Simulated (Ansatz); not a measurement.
# Does relaxation matter for the field gradients of MoS2 with an S vacancy?

Start: a supercell of MoS2 (space group P6_3/mmc) built from a structure deposited in the COD, with all atoms left at the host's positions.

Space group P3m1 (No. 156); a = 9.5070, c = 12.3240 Å, γ = 120.00°.

| site | Wyckoff | site symmetry | x | y | z |
| --- | --- | --- | --- | --- | --- |
| Mo1 | 1a | 3m. | 0.0000 | 0.0000 | 0.2500 |
| Mo2 | 6e | 1 | 0.0000 | 0.3333 | 0.2500 |
| Mo6 | 1b | 3m. | 0.3333 | 0.6667 | 0.2500 |
| Mo8 | 1c | 3m. | 0.6667 | 0.3333 | 0.2500 |
| Mo10 | 3d | .m. | 0.1111 | 0.8889 | 0.7500 |
| Mo12 | 3d | .m. | 0.1111 | 0.5556 | 0.7500 |
| Mo14 | 3d | .m. | 0.4444 | 0.2222 | 0.7500 |
| S19 | 6e | 1 | 0.0000 | 0.3333 | 0.6230 |
| S23 | 1b | 3m. | 0.3333 | 0.6667 | 0.6230 |
| S25 | 1c | 3m. | 0.6667 | 0.3333 | 0.6230 |
| S27 | 3d | .m. | 0.1111 | 0.8889 | 0.1230 |
| S29 | 3d | .m. | 0.1111 | 0.5556 | 0.1230 |
| S31 | 3d | .m. | 0.4444 | 0.2222 | 0.1230 |
| S36 | 1a | 3m. | 0.0000 | 0.0000 | 0.8770 |
| S37 | 6e | 1 | 0.0000 | 0.3333 | 0.8770 |
| S41 | 1b | 3m. | 0.3333 | 0.6667 | 0.8770 |
| S43 | 1c | 3m. | 0.6667 | 0.3333 | 0.8770 |
| S45 | 3d | .m. | 0.1111 | 0.8889 | 0.3770 |
| S47 | 3d | .m. | 0.1111 | 0.5556 | 0.3770 |
| S49 | 3d | .m. | 0.4444 | 0.2222 | 0.3770 |

One atom of each set is listed.

Method: Kohn–Sham DFT in Ansatz, PBE, plane waves and PAW, scalar-relativistic, 420 eV cutoff, Γ-centred 3×3×2 k-points, Fermi–Dirac smearing 0.01 eV, cell charge +2.

The largest force at the start is 0.90 eV/Å. Relaxing the ions at fixed cell moves them by 0.068 Å at most (atom 19, S) and 0.031 Å rms.

```
site  moved (Å)  first shell before    first shell after  V_zz before (10²¹ V/m²)  η before
 Mo6      0.007       6 S at 2.41 Å        6 S at 2.40 Å                    -6.50      0.00
Mo10      0.054       5 S at 2.41 Å   5 S at 2.37–2.40 Å                   -10.52      0.47
Mo12      0.023       6 S at 2.41 Å   6 S at 2.39–2.43 Å                    -6.11      0.11
Mo14      0.029       6 S at 2.41 Å   6 S at 2.39–2.41 Å                    -7.49      0.08
 S19      0.068      3 Mo at 2.41 Å  3 Mo at 2.39–2.43 Å                    -3.89      0.54
 S23      0.016      3 Mo at 2.41 Å       3 Mo at 2.40 Å                    -4.39      0.00
 S25      0.033      3 Mo at 2.41 Å       3 Mo at 2.41 Å                    -5.18      0.00
 S36      0.018      3 Mo at 2.41 Å       3 Mo at 2.37 Å                    -3.46      0.00
 S37      0.026      3 Mo at 2.41 Å  3 Mo at 2.38–2.41 Å                    -5.07      0.54
 S41      0.046      3 Mo at 2.41 Å       3 Mo at 2.39 Å                    -4.11      0.00
```

**Question.** How do the gradients change?

**Answer.** 

```json
{"site": "Mo6", "V_zz after": "-6.78", "η after": "0.00", "change of V_zz": "-0.28"}
{"site": "Mo10", "V_zz after": "-10.65", "η after": "0.43", "change of V_zz": "-0.13"}
{"site": "Mo12", "V_zz after": "-6.05", "η after": "0.10", "change of V_zz": "+0.06"}
{"site": "Mo14", "V_zz after": "-7.70", "η after": "0.03", "change of V_zz": "-0.21"}
{"site": "S19", "V_zz after": "-4.04", "η after": "0.48", "change of V_zz": "-0.15"}
{"site": "S23", "V_zz after": "-4.38", "η after": "0.00", "change of V_zz": "+0.01"}
{"site": "S25", "V_zz after": "-5.70", "η after": "0.00", "change of V_zz": "-0.52"}
{"site": "S36", "V_zz after": "-3.68", "η after": "0.00", "change of V_zz": "-0.22"}
{"site": "S37", "V_zz after": "-5.20", "η after": "0.40", "change of V_zz": "-0.13"}
{"site": "S41", "V_zz after": "-4.85", "η after": "0.00", "change of V_zz": "-0.74"}
```

The largest change of V_zz is on S41, from -4.11 to -4.85. In per cent, |V_zz| changes by -1 to +4 on Mo, 0 to +18 on S (all sites that start above 2). On Mo12 V_xx and V_yy change places (or their axes turn by over 50°), so the two values of η hide a larger change. The table leaves out 10 of the 20 sites, with |V_zz| up to 6.83; their tensors move by 0.26 at most along any direction. The statements above cover all sites. The host's own positions weren't relaxed first, so part of the change far from the defect can be the host's relaxation.

The run isn't spin-polarised, and a state with spin may lie lower. The defect repeats with the cell of 53 atoms, so it feels its images: sites between two images don't show the values beside a lone defect, and zeros or small values of η there can come from the images' arrangement. Mo and S carry a gradient in the pure host already, so the values there aren't the defect's effect alone. A uniform background compensates the cell's charge. The defect cell has no gap above 0.1 eV on its mesh, so the values can hang on the smearing and the k-mesh. Without spin–orbit coupling (the program notes it for Mo) the gradients can shift somewhat, as the gap is small.
Before: The neighbours have not yet relaxed around the defect (largest force 0.90 eV/Å), so a real crystal will differ.
After: The relaxation keeps the symmetry of the vacancy's site, so distortions that break it, Jahn–Teller ones too, aren't explored.
